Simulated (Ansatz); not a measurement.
SrO:
```yaml
crystal:
  lattice:
    - [3.54713, 0.00000, 0.00000]
    - [-1.77357, 3.07191, 0.00000]
    - [0.00000, 0.00000, 6.20875]
  atoms:
    - { symbol: Sr, position: [0.33333, 0.66667, 0.25000] }
    - { symbol: Sr, position: [0.66667, 0.33333, 0.75000] }
    - { symbol: O, position: [0.00000, 0.00000, 0.00000] }
    - { symbol: O, position: [0.00000, 0.00000, 0.50000] }
```

DFT-r²SCAN in the program Ansatz with PAW potentials gives a gap of 3.54 eV without spin–orbit coupling, maximum at Γ, minimum at M.

Problem. What happens when spin–orbit coupling is switched on?

Solution. The gap is nearly the same, to 3.54 eV; maximum at Γ, minimum at M.

Problem. Give the electron effective mass with spin–orbit coupling.

Solution. 0.56, 0.56, 1.6 mₑ (principal values).

Problem. Give the hole effective mass with spin–orbit coupling.

Solution. 0.37, 2.3, 2.3 mₑ (principal values).

Space group P6_3/mmc (NiAs type). The workflow started from a Materials Project entry (that database holds measured and hypothetical structures alike); the Crystallography Open Database copy checked does not list it. It is not the phase usual at ambient conditions (space group No. 225). The r²SCAN relaxation kept the symmetry of its start; its stability against distortions is not shown here.

Potentials: the later of the program's two PAW sets.
